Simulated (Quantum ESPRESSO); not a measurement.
## Ti2NbO5F3 (convergence and cost over cutoff and k mesh)

A calculation, not a measurement. The program is pw.x of Quantum ESPRESSO 7.5 (plane-wave density functional theory). The cell is made up: 11 atoms on a rutile lattice with one site empty, with randomly drawn elements, strain and displacements, not relaxed. PseudoDojo standard norm-conserving files (v0.5 for PBE, v0.4.1 for LDA and PBEsol) set the functional; there is no spin polarisation, spin-orbit coupling or dispersion term, and the masses in the input are unused placeholders.

Input of the run in row 4:

```
&control calculation='scf', pseudo_dir='./dojo.nc.sr.pbe.v0_5.standard.upf', outdir='./o', disk_io='low', tprnfor=.true., tstress=.true. /
&system ibrav=0, nat=11, ntyp=4, nbnd=50, ecutwfc=84.00895049, nosym=.true., tot_charge=0,
 occupations='smearing', smearing='fd', degauss=0.0018374661
/
&electrons conv_thr=7.350e-09, electron_maxstep=60, /
ATOMIC_SPECIES
F 1.0 F.upf
Nb 1.0 Nb.upf
O 1.0 O.upf
Ti 1.0 Ti.upf
CELL_PARAMETERS angstrom
4.635 0.0585 0.0162
0.0585 4.5657 0.0375
0.0209 0.0484 5.8803
ATOMIC_POSITIONS angstrom
Ti 0.0216 -0.0126 -0.0021
Ti -0.0235 -0.0034 3.0052
Nb 2.4027 2.336 4.4717
O 1.3636 1.4301 0.0478
F 3.2909 3.2387 0.0035
O 3.6964 0.9579 1.4846
F 0.9342 3.7646 1.5322
O 1.4551 1.4121 2.9248
O 3.2057 3.2467 2.9695
F 3.6945 0.9734 4.4368
O 1.0113 3.7093 4.4008
K_POINTS automatic
5 5 4 1 1 1
```

The same cell was run at these settings. Meshes are shifted by half a step, and differences are from the last row, which is itself not exact.

```
cutoff (eV)     k mesh  k points solved  threshold (eV)  free energy less the last row's (eV)  pressure (GPa)  largest stress difference (GPa)  largest force difference (eV/Å)  iterations  wall time (s)  k-point pools                  processor
        800  2 x 2 x 2                4           1e-04                                 1.787           -9.45                            17.27                            0.146          15             16              4  Intel Xeon, 2023 or later
       1143  2 x 2 x 2                4           1e-07                                -0.005            7.53                             0.31                            0.100          20             27              4  Intel Xeon, 2023 or later
        594  5 x 5 x 4               50           1e-07                                20.007          -92.36                           100.55                            0.282          21             69              4  Intel Xeon, 2023 or later
       1143  5 x 5 x 4               50           1e-07                                 0.004            7.59                             0.03                            0.001          20            187              4  Intel Xeon, 2023 or later
       1467  7 x 7 x 6              147           1e-07                                 0.000            7.62                             0.00                            0.000          20            680              4  Intel Xeon, 2023 or later
```

Each pool is one process. Wall times include start-up and a band step at six k points, which weighs most on the coarsest meshes. The runs were on shared virtual cores whose load varied, so times are rough.